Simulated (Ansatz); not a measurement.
## ZrTeAs, a known structure type with other elements, at an estimated volume

```xyz
6
Lattice="3.9246 0.0000 0.0000 0.0000 3.9246 0.0000 0.0000 0.0000 8.7293" Properties=species:S:1:pos:R:3 pbc="T T T"
As    0.0000    0.0000    0.0000
As    1.9623    1.9623    0.0000
Te    0.0000    1.9623    5.4820
Te    1.9623    0.0000    3.2473
Zr    0.0000    1.9623    2.1736
Zr    1.9623    0.0000    6.5557
```

Level: PBE, no spin polarisation; 420 eV; 9×9×4 Γ-centred mesh; fermi-dirac occupations (width 0.1 eV); Ansatz 0.2.0, fixed geometry.

Give the Bader charges.

Bader charges in e: Zr +1.51, Te -0.90, As -0.61. In the mean Zr gives up most and Te takes most.

What does the stress say?

The pressure is 0.3 GPa (compression positive), so with the atoms held at these fractions the cell is close to zero pressure; the forces are large, so a full relaxation may end otherwise. The principal stresses -3.1, 2.0, 2.0 GPa differ, so its shape would change too.

Which atom feels the largest force, and which way?

The largest is on Zr5 (and as large on other atoms): 1.21 eV/Å, components (0.00, 0.00, -1.21). It makes 42° with the line to a nearest neighbour, As1 at 2.93 Å, pointing towards it.

What do density and ELF say about some of the short contacts?

As–As at 2.78 Å: least valence density 0.30 e/Å³ and ELF 0.45 there. As–Zr at 2.93 Å: least valence density 0.25 e/Å³ and ELF 0.30 there. Te–Zr at 2.98 Å: least valence density 0.27 e/Å³ and ELF 0.28 there. These are pseudo-fields; inside the PAW spheres they differ from the all-electron ones.

Metal or insulator?

It is a metal, with about 2.6 states/eV a cell as the mean within 0.25 eV of the Fermi level, mostly Zr d (66 %) and As p (14 %).

Origin: a known structure type with other elements, at an estimated volume, so it need not be a known compound.
